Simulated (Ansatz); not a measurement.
## What moves the field gradients of AlN?

Cell of run 1: a structure deposited in the COD (the entry's cell lengths or inner coordinates differ somewhat from later room-temperature determinations), taken as it stands.

```yaml
crystal:
  lattice:
    - [3.11300, 0.00000, 0.00000]
    - [-1.55650, 2.69594, 0.00000]
    - [0.00000, 0.00000, 4.98100]
  atoms:
    - { symbol: Al, position: [0.33333, 0.66667, 0.00000] }
    - { symbol: Al, position: [0.66667, 0.33333, 0.50000] }
    - { symbol: N, position: [0.33333, 0.66667, 0.38000] }
    - { symbol: N, position: [0.66667, 0.33333, 0.88000] }
```

Atoms are numbered from 1 in the order listed; like atoms form one site, named after its first atom.

Relaxed positions (PBE, cell held):

```
CELL_PARAMETERS angstrom
3.11300 0.00000 0.00000
-1.55650 2.69594 0.00000
0.00000 0.00000 4.98100
ATOMIC_POSITIONS crystal
Al 0.33333 0.66667 0.99902
Al 0.66667 0.33333 0.49902
N 0.33333 0.66667 0.38098
N 0.66667 0.33333 0.88098
```

All runs are DFT with Ansatz 0.2.0 (plane waves and PAW, scalar-relativistic unless spin–orbit coupling is named, Γ-centred meshes, Fermi–Dirac smearing where given) in this cell.

Run 1: PBE, atoms as given; 420 eV, 11×11×6 k-points, smearing 0.02 eV.
Run 2: PBE, atoms relaxed; 420 eV, 11×11×6 k-points, smearing 0.02 eV.
Run 3: r2SCAN, at the relaxed atoms; 500 eV, 11×11×6 k-points, smearing 0.02 eV.
Run 4: LDA, at the relaxed atoms; 420 eV, 11×11×6 k-points, smearing 0.02 eV.

Problem. What does each run give, and what moves the gradients most?

Solution. 

```json
{"run": "1", "Al V_zz (η)": "0.25 (0.00)"}
{"run": "2", "Al V_zz (η)": "0.48 (0.00)"}
{"run": "3", "Al V_zz (η)": "0.49 (0.00)"}
{"run": "4", "Al V_zz (η)": "0.48 (0.00)"}
```

V_zz in 10²¹ V/m²; 1 of the 2 sets of like atoms are followed. Against run 1, the gradient tensors on these sites move by at most 0.23 in run 2 (Al), 0.24 in run 3 (Al), 0.23 in run 4 (Al). Taken one at a time, the positions of the atoms (as given or relaxed) move the tensors on these sites by up to 0.23 (largest principal value of the change, on Al), the functional (between the two that differ most) by 0.01.

With these PAW files V_zz is typically within 2 to 3 % of all-electron values, but misses above 10 % occur on Al. Run 1: The values hang on the deposited positions: relaxing the atoms moves V_zz on Al from 0.25 to 0.48.
